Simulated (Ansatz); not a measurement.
With DFT-PBE in the program Ansatz with PAW potentials, B in the cubic phase (I4_132; B on 8a) relaxes to a = 4.652 Å. B has 3 nearest neighbours from 1.64 Å (trigonal planar).

It is gapped at this level: 1.48 eV (indirect). The valence maximum lies on the P–H line, 18 % of the way from P and the conduction minimum on the Γ–P line, 21 % of the way from Γ (8 equivalent valleys). Electrons at the band edge weigh 0.58, 0.58, 2.8 mₑ (principal values). The hole mass is 0.55, 0.55, 1.1 mₑ (principal values).

The bulk modulus is 107 GPa.

The start of the workflow was typed in or built on a structure type; neither database checked (COD, Materials Project) lists it. It is not the phase usual at ambient conditions (space group No. 166). Symmetry was held in the PBE relaxation; its stability against distortions is not shown here.

Potentials: the earlier of the program's two PAW sets.
